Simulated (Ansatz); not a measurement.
The start is a generated cell, TiC built in the AFLOW prototype AB_cI16_199_a_a (B_a). The cell and all atomic positions are relaxed at zero pressure with r2SCAN (plane waves to 500 eV, PAW, scalar-relativistic; Ansatz, an electronic-structure program).

Ansatz input (later rounds restart from its end on a renewed k-mesh):
Ansatz 0.2 input:
```yaml
crystal:
  lattice:
    - [-2.7550238, 2.7550238, 2.7550238]
    - [2.7550238, -2.7550238, 2.7550238]
    - [2.7550238, 2.7550238, -2.7550238]
  atoms:
    - { symbol: C, position: [0.912, 0.912, 0.912] }
    - { symbol: C, position: [0.5, 0, 0.588] }
    - { symbol: C, position: [0, 0.588, 0.5] }
    - { symbol: C, position: [0.588, 0.5, 0] }
    - { symbol: Ti, position: [0.4306, 0.4306, 0.4306] }
    - { symbol: Ti, position: [0.5, 0, 0.0694] }
    - { symbol: Ti, position: [0, 0.0694, 0.5] }
    - { symbol: Ti, position: [0.0694, 0.5, 0] }
basis: { ecutwfc: 500, ecutrho_ratio: 4, xc_grid: 4, fft_grid_basis: typed }
kpoints: { mp_grid: { grid: [9, 9, 9] } }
hamiltonian:
  xc: r2scan
  dispersion: none
  pseudopotentials: { kind: paw }
scf: { occupations: { method: fermi_dirac, width: 0.05 } }
relax: { f_tol: 0.01, max_steps: 100, cell: { stress_tol: 0.02 } }
output: { forces: true, stress: true }
```

### Question
How large is the pressure on the unrelaxed cell, and of which sign?

### Answer
-7.2 GPa (negative: the cell is under tension).

### Question
What is the largest force in the starting geometry, and on which atom (counted from 1)?

### Answer
4.27 eV/Å, on Ti5, Ti6, Ti7, Ti8 (atoms numbered as listed).

### Question
What symmetry does the relaxed structure have?

### Answer
The space group goes from I2₁3 (No. 199) to Pm-3m (No. 221); the end is CsCl type, with 2 atoms in the primitive cell.

### Question
How much energy is released per atom?

### Answer
0.62 eV/atom.

### Question
How does the volume change?

### Answer
-5.5 %, from 10.46 to 9.88 Å³/atom.

### Question
How do the shortest distances between atoms change?

### Answer
The closest pairs of elements (up to four, under 3.6 Å), start → end: C–Ti 2.30 → 2.34 Å; C–C 2.32 → 2.70 Å; Ti–Ti 2.40 → 2.70 Å.

### Question
Write out the relaxed structure.

### Answer

```cif
data_CTi
_chemical_formula_sum 'C1 Ti1'
_space_group_name_H-M_alt 'Pm-3m'
_space_group_IT_number 221
_space_group_name_Hall '-P 4 2 3'
_cell_length_a 2.70340
_cell_length_b 2.70340
_cell_length_c 2.70340
_cell_angle_alpha 90.000
_cell_angle_beta 90.000
_cell_angle_gamma 90.000
loop_
_atom_site_label
_atom_site_type_symbol
_atom_site_symmetry_multiplicity
_atom_site_Wyckoff_symbol
_atom_site_fract_x
_atom_site_fract_y
_atom_site_fract_z
_atom_site_occupancy
C1 C 1 a 0.00000 0.00000 0.00000 1
Ti1 Ti 1 b 0.50000 0.50000 0.50000 1
```

Final values are on a 17×17×17 k-mesh of the relaxed cell. No spin polarisation in the result. A magnetic state may lie lower.

The run could not lose the symmetry of its start, so the end can be a saddle point.

The relaxed structure here is a generated cell of TiC: the first start was made by placing the elements on the sites of a structure type, and the end was not matched to a known phase here, so it may be hypothetical. Known forms of TiC include space group No. 225.
